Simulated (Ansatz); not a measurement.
LaScO2F in space group P4/mmm (No. 123; La on 1d, Sc on 1a, O on 2f, F on 1b), a = b = 4.131 Å, c = 4.032 Å, α = β = γ = 90.00°.

Relaxed with r²SCAN.

Q: Tabulate the valence density and the electron localisation function along the shortest La–O contact (2.89 Å), DFT-r²SCAN in the program Ansatz with PAW potentials.

A: 

```
distance from La (Å)  density (e/Å³)   ELF
--------------------  --------------  ----
0.29                            1.82  0.13
0.43                            1.74  0.42
0.58                            1.67  0.69
0.72                            1.47  0.80
0.87                            1.12  0.82
1.01                            0.73  0.77
1.15                            0.43  0.56
1.30                            0.25  0.23
1.44                            0.17  0.08
1.59                            0.16  0.10
1.73                            0.21  0.26
1.88                            0.33  0.55
2.02                            0.57  0.73
2.16                            1.07  0.80
2.31                            2.06  0.81
2.45                            3.81  0.75
2.60                            6.01  0.58
```

The density is the valence pseudo-density with augmentation charge, so density and ELF within about 1 Å of a nucleus are not all-electron values.

The start of the workflow was typed in or built on a structure type; neither database checked (COD, Materials Project) lists it. Its standing as an ambient phase is unchecked. The cell was relaxed with r²SCAN under the symmetry of its start; whether a distortion lowers the energy is not shown. No spin polarisation was allowed. The volume moved by -20 % from the start of the relaxation. Spin–orbit coupling is left out wherever it is not named.

Potentials: the earlier of the program's two PAW sets.
